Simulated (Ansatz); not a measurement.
Consider the following.

Relaxed BN (h-BN type, space group P6_3/mmc):

```
CELL_PARAMETERS angstrom
      2.50643     0.00000     0.00000
     -1.25322     2.17063     0.00000
      0.00000     0.00000     6.61383
ATOMIC_POSITIONS crystal
  B  0.33333 0.66667 0.25000
  B  0.66667 0.33333 0.75000
  N  0.33333 0.66667 0.75000
  N  0.66667 0.33333 0.25000
```

In this cell atom 1 (B, nearest neighbour N at 1.447 Å; its periodic images, 2.5 Å or more away, move with it) is moved by s along Cartesian z, unit vector (0.000, 0.000, 1.000); all other atoms and the cell stay fixed.

These are PBE-D3(BJ) (plane waves to 420 eV, PAW, scalar-relativistic; Ansatz, an electronic-structure program) values and carry that method's errors. k mesh 12×12×4 (Γ-centred), Fermi-Dirac smearing 0.05 eV. Energies are smeared free energies. BN was relaxed with its symmetry unable to fall. The zero of ΔE is the undisplaced structure.

The scan covers s from -0.290 to 0.290 Å in 11 points.

Task: Is the energy the same for equal positive and negative displacements?

Result: Even: the same for both signs. With its periodic images moving along, the atom's site symmetry in this cell is -6m2.

Task: What is the force constant k = d²E/ds² of this move at s = 0?

Result: 13.3 eV/Å².

(A displaced cell: forces are minus the slopes of the energy, force constants its curvatures, and phonons follow from these.)
